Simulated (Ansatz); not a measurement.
KCl (rock salt) is sheared across one {110} plane: the third cell vector gains the shift, so faults repeat every 6.8 Å. The cut lies between planes 2.26 Å apart; the cell height is held.

```
KCl
1.0
    4.51217     0.00000     0.00000
    0.00000     6.38117     0.00000
    2.25608     3.19058     6.76825
Cl K
3 3
Direct
  0.00000   0.00000   0.83333
  0.33333   0.33333   0.16667
  0.66667   0.66667   0.50000
  0.00000   0.50000   0.83333
  0.33333   0.83333   0.16667
  0.66667   0.16667   0.50000
```

In-plane vectors a = (4.512, 0.000) Å, b = (0.000, 6.381) Å, area 28.79 Å². The shift is s times the vector b (length 6.381 Å), so s = 1 restores the start. Atoms relax along the normal only. γ = [E(shift) − E(0)] / area.

Method: PBE (plane waves to 420 eV, PAW, scalar-relativistic; Ansatz, a quantum-chemistry and plane-wave program). k mesh 7×7×7 (Γ-centred), Fermi-Dirac smearing 0.05 eV. Energies are extrapolated to zero smearing. Faults lie only 6.8 Å apart, and holding the cell height raises γ above its relaxed value. KCl was relaxed with its symmetry unable to fall. γ is measured from zero shift.

```csv
s,γ (mJ/m²)
0.000,0
0.083,withheld
0.167,221
0.250,480
0.333,730
0.417,899
0.500,958
0.583,899
0.667,730
0.750,480
0.833,221
0.917,withheld
```

Problem. Fit a Fourier form (three harmonics of 1 − cos and sin) to the given rows and predict γ at s = 0.083.

Solution. Least squares on the 10 given rows: γ = (488.0)·[1 − cos(2πs)] + (-10.2)·[1 − cos(6πs)], in mJ/m²; root-mean-square residual 2.0 mJ/m². At 0.083 the fit gives 55 mJ/m²; the calculation gives 53 mJ/m², so the interpolation is off by 2 (+3.8 %). 

(The slope of γ gives the shear force per area between the displaced halves; near zero shift its curvature is an elastic stiffness.)
